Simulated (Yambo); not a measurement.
Yambo run on KPSO₃H₂ (space group Cm, No. 8). The wavefunctions are PBEsol (pw.x of Quantum ESPRESSO, ONCV potentials, no spin-orbit coupling) ones on a 2×2×2 mesh (20 occupied bands); a = b = 4.5821 Å, c = 6.0170 Å, α = β = 103.05°, γ = 88.15°.

Yambo input:

```
rim_cut
HF_and_locXC
RandQpts= 1000000
RandGvec= 1 Ry
EXXRLvcs= 84 Ry
VXCRLvcs= 336 Ry
% QPkrange
 1 | 1 | 20 | 21 |
 2 | 2 | 20 | 21 |
 3 | 3 | 20 | 21 |
 4 | 4 | 20 | 21 |
 5 | 5 | 20 | 21 |
 6 | 6 | 20 | 21 |
%
```

k points by index: 1 = Γ, 2 = (0, 0, -0.5), 3 = (0, -0.5, 0), 4 = (0, -0.5, -0.5), 5 = (-0.5, -0.5, 0), 6 = (-0.5, -0.5, -0.5).

Table of the .hf output:

```
#    K-point    Band    Eo [eV]    Ehf [eV]    Vxc [eV]    Vnlxc [eV]
#
    1    20    -0.029978    -3.721100    -12.85466    -16.54578
    1    21    4.427393    8.828097    -9.764711    -5.364007
    2    20    0.000000    -3.718836    -13.00262    -16.72146
    2    21    5.596295    10.00709    -9.455031    -5.044241
    3    20    -0.063063    -3.764362    -12.91116    -16.61246
    3    21    5.557886    10.61062    -11.83538    -6.782647
    4    20    -0.029241    -3.771586    -13.16144    -16.90378
    4    21    5.623172    10.26549    -10.48237    -5.840051
    5    20    -0.278521    -4.178759    -13.29754    -17.19778
    5    21    6.062409    11.39408    -12.48748    -7.155802
    6    20    -0.174577    -4.055472    -13.49149    -17.37238
    6    21    5.896592    11.07657    -12.27889    -7.098911
```
Exchange alone, without screening.

Geometry of the Materials Project entry, not relaxed at this level.
